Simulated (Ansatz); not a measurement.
Computed properties of ScAl

ScAl:
```xyz
4
Lattice="1.6801 -5.5246 0.0000 1.6801 5.5246 0.0000 0.0000 0.0000 4.3435" Properties=species:S:1:pos:R:3 pbc="T T T"
Sc     1.6801    -3.7508     3.2577
Sc     1.6801     3.7508     1.0859
Al     1.6801    -0.7704     3.2577
Al     1.6801     0.7704     1.0859
```

Space group Cmcm (No. 63); conventional cell a = 3.360 Å, b = 11.049 Å, c = 4.344 Å, α = β = γ = 90.00°.

Method: plane-wave PAW r²SCAN (Ansatz code). Structure relaxed to zero pressure with the same functional. Other levels are named where they apply.

### Cell and energy

```json
{
  "volume_per_atom": "20.16 Å³",
  "density": "2.96 g/cm³",
  "Formation energy from the elements (no fitted shifts)": "-0.45 eV/atom"
}
```

### Electronic structure

```json
{
  "electronic_character": "metallic (no gap)",
  "Density of states at the Fermi level": "1.3 states/eV per atom (mean over ±0.08 eV)"
}
```

### Mechanics

```json
{
  "Bulk modulus (Birch–Murnaghan fit)": "751 kbar",
  "Pressure derivative B′": "3.9"
}
```

### Phonons

```json
{
  "highest_zone_centre_frequency": "10.68 THz",
  "zone_centre_stability": "no imaginary mode at Γ"
}
```

The first step of the workflow began from a Materials Project structure, measured or hypothetical; the Crystallography Open Database copy checked does not list it. Whether it is the stable phase at ambient conditions was not checked. The r²SCAN relaxation kept the symmetry of its start. The run is not spin-polarised. As this level gives no gap, phonon frequencies hold no LO–TO term and depend on the k-mesh and smearing (Fermi–Dirac, 0.1 eV here). Axis ratios of metals converge slowly with the k-mesh, so a and c are less sure than the volume. The references are the lowest solids computed at this level, not always the standard phases.

Potentials: the later of the program's two PAW sets.
